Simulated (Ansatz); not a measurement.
Here is the system:

LaScO$_{3}$:
```xyz
20
Lattice="5.7099 0.0000 0.0000 0.0000 7.9611 0.0000 0.0000 0.0000 5.5954" Properties=species:S:1:pos:R:3 pbc="T T T"
La     2.5940     1.9903     5.5321
La     5.4490     1.9903     2.8610
La     3.1158     5.9708     0.0633
La     0.2609     5.9708     2.7344
Sc     0.0000     0.0000     0.0000
Sc     2.8549     3.9806     2.7977
Sc     0.0000     3.9806     0.0000
Sc     2.8549     0.0000     2.7977
O      0.1841     1.9903     0.5511
O      3.0390     1.9903     2.2466
O      5.5258     5.9708     5.0443
O      2.6708     5.9708     3.3488
O      1.6878     4.3990     1.1449
O      4.5427     7.5426     1.6528
O      4.0221     0.4185     4.4505
O      1.1671     3.5621     3.9426
O      4.0221     3.5621     4.4505
O      1.1671     0.4185     3.9426
O      1.6878     7.5426     1.1449
O      4.5427     4.3990     1.6528
```

This is the LDA-relaxed structure. x, y and z are the axes in which the lattice vectors are written.

Question: All from LDA (plane waves, PAW; program Ansatz), unless another level is named. Predict the hole effective mass.

Answer: 0.43 along x, 2.3 along y (mₑ).

Question: Next, the electron effective mass?

Answer: 0.91, 1.1, 1.8 mₑ (principal values).

Question: Predict the band gap.

Answer: 3.90 eV (direct).

Question: Give the formation energy from the elements (no fitted shifts).

Answer: -3.71 eV/atom.

Question: What about the valence-band maximum?

Answer: at Γ.

Question: Give the weight of the conduction-edge state by species (Voronoi cells).

Answer: Sc 48 %, La 29 %, O 23 %.

Space group Pnma. Symmetry was held in the LDA relaxation; of distortions, only those at the zone centre were tested. No spin polarisation was allowed. The references are the lowest solids computed at this level, not always the standard phases (solids in place of the gases). Spin–orbit coupling is left out wherever it is not named.

Potentials: the later of the program's two PAW sets.
